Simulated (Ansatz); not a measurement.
Relaxation of a relaxed WC cell, doubled along one cell vector, shaken by Gaussian noise of σ = 0.08 Å a coordinate; 4 atoms in the cell, which starts as P1 (No. 1), aP4; a = b = 2.715 Å, c = 5.430 Å, α = β = γ = 90.00°. Calculation: r2SCAN (plane waves to 500 eV, PAW, scalar-relativistic; Ansatz, a quantum-chemistry and plane-wave program). Γ-centred k-mesh 4×8×8 on the run's cell (coarser than for final values), Fermi–Dirac smearing 0.05 eV. This is the first round of the run. 

The optimiser's lines from the output (shortened; P is positive under compression):

```
relax step   1: F+E_penalty+E_count = -21296.28434442 eV  Δ(F+E_penalty+E_count) = +0.000e0 eV  max|allowed force component| = 4.567e0 eV/Å  Δτ_max = 0.0000 Å  P = +7.975 GPa  Ω = 40.037 Å³  (8 SCF iters, dr2 threshold 1.00e-7 eV, accepted)
relax step   2: F+E_penalty+E_count = -21296.51660690 eV  Δ(F+E_penalty+E_count) = -2.323e-1 eV  max|allowed force component| = 3.036e0 eV/Å  Δτ_max = 0.1683 Å  P = +7.226 GPa  Ω = 39.777 Å³  (8 SCF iters, dr2 threshold 4.00e-7 eV, accepted)
relax step   3: F+E_penalty+E_count = -21296.55103893 eV  Δ(F+E_penalty+E_count) = -3.443e-2 eV  max|allowed force component| = 5.973e-1 eV/Å  Δτ_max = 0.1066 Å  P = -23.240 GPa  Ω = 43.519 Å³  (9 SCF iters, dr2 threshold 4.00e-7 eV, accepted)
relax step   4: F+E_penalty+E_count = -21297.53755015 eV  Δ(F+E_penalty+E_count) = -9.865e-1 eV  max|allowed force component| = 1.651e0 eV/Å  Δτ_max = 0.1940 Å  P = +9.762 GPa  Ω = 40.479 Å³  (7 SCF iters, dr2 threshold 4.00e-7 eV, accepted)
relax step   5: F+E_penalty+E_count = -21299.27049410 eV  Δ(F+E_penalty+E_count) = -1.733e0 eV  max|allowed force component| = 2.126e0 eV/Å  Δτ_max = 0.2000 Å  P = -5.564 GPa  Ω = 42.559 Å³  (8 SCF iters, dr2 threshold 4.00e-7 eV, accepted)
relax step   6: F+E_penalty+E_count = -21300.29959099 eV  Δ(F+E_penalty+E_count) = -1.029e0 eV  max|allowed force component| = 1.076e0 eV/Å  Δτ_max = 0.1940 Å  P = -16.499 GPa  Ω = 43.759 Å³  (10 SCF iters, dr2 threshold 4.00e-7 eV, accepted)
relax step   7: F+E_penalty+E_count = -21300.55622392 eV  Δ(F+E_penalty+E_count) = -2.566e-1 eV  max|allowed force component| = 1.262e-1 eV/Å  Δτ_max = 0.0720 Å  P = +2.983 GPa  Ω = 41.417 Å³  (9 SCF iters, dr2 threshold 4.00e-7 eV, accepted)
relax step   8: F+E_penalty+E_count = -21300.56394493 eV  Δ(F+E_penalty+E_count) = -7.721e-3 eV  max|allowed force component| = 4.415e-3 eV/Å  Δτ_max = 0.0052 Å  P = +0.402 GPa  Ω = 41.603 Å³  (6 SCF iters, dr2 threshold 4.00e-7 eV, accepted)
relax step   9: F+E_penalty+E_count = -21300.56755129 eV  Δ(F+E_penalty+E_count) = -3.606e-3 eV  max|allowed force component| = 2.317e-2 eV/Å  Δτ_max = 0.0010 Å  P = -0.178 GPa  Ω = 41.694 Å³  (5 SCF iters, dr2 threshold 4.00e-7 eV, accepted)
relax step  10: F+E_penalty+E_count = -21300.56762447 eV  Δ(F+E_penalty+E_count) = -7.318e-5 eV  max|allowed force component| = 2.372e-3 eV/Å  Δτ_max = 0.0011 Å  P = -0.002 GPa  Ω = 41.675 Å³  (4 SCF iters, dr2 threshold 4.00e-7 eV, accepted)
relax step  11: F+E_penalty+E_count = -21300.56826652 eV  Δ(F+E_penalty+E_count) = -6.421e-4 eV  max|allowed force component| = 2.388e-3 eV/Å  Δτ_max = 0.0000 Å  P = +0.015 GPa  Ω = 41.675 Å³  stress off target by 3.28e-2 GPa  SCF on the basis re-selected at this cell (its energy is not comparable with the rows above)  (7 SCF iters)
relax step  12: F+E_penalty+E_count = -21300.56826686 eV  Δ(F+E_penalty+E_count) = -3.399e-7 eV  max|allowed force component| = 2.139e-4 eV/Å  Δτ_max = 0.0001 Å  P = -0.000 GPa  Ω = 41.677 Å³  (4 SCF iters, dr2 threshold 2.69e-9 eV, accepted)
relax step  13: F+E_penalty+E_count = -21300.56826702 eV  Δ(F+E_penalty+E_count) = -1.583e-7 eV  max|allowed force component| = 2.204e-4 eV/Å  Δτ_max = 0.0000 Å  P = -0.000 GPa  Ω = 41.677 Å³  stress off target by 6.30e-3 GPa  SCF on the basis re-selected at this cell (its energy is not comparable with the rows above)  (4 SCF iters)
```

From the first to the last row the energy changes by -1.07 eV/atom and the volume by +4.1 %. The last row is marked as not comparable with the walk above it, whose basis was carried along; it does compare with step 1, since both stand on a basis selected at the nominal cutoff for their own cell.

Later rounds, restarted from the end of this one on a renewed k-mesh, logged 8 more steps and released under 0.01 eV/atom more. The final structure after all rounds: P-6m2 (No. 187), hP2, AFLOW prototype AB_hP2_187_d_a (B_h, as in WC); a = 2.9126 Å, b = 2.9126 Å, c = 2.8367 Å, α = 90.00°, β = 90.00°, γ = 120.00°. Between re-selections the logged energies stand on a plane-wave basis carried along with the cell. No spin polarisation in the result.

Of the parent cell (Pm-3m (No. 221)): it is a generated cell of WC: the first start was made by placing the elements on the sites of a structure type, and the end was not matched to a known phase here, so it may be hypothetical. Known forms of WC include space group No. 187.
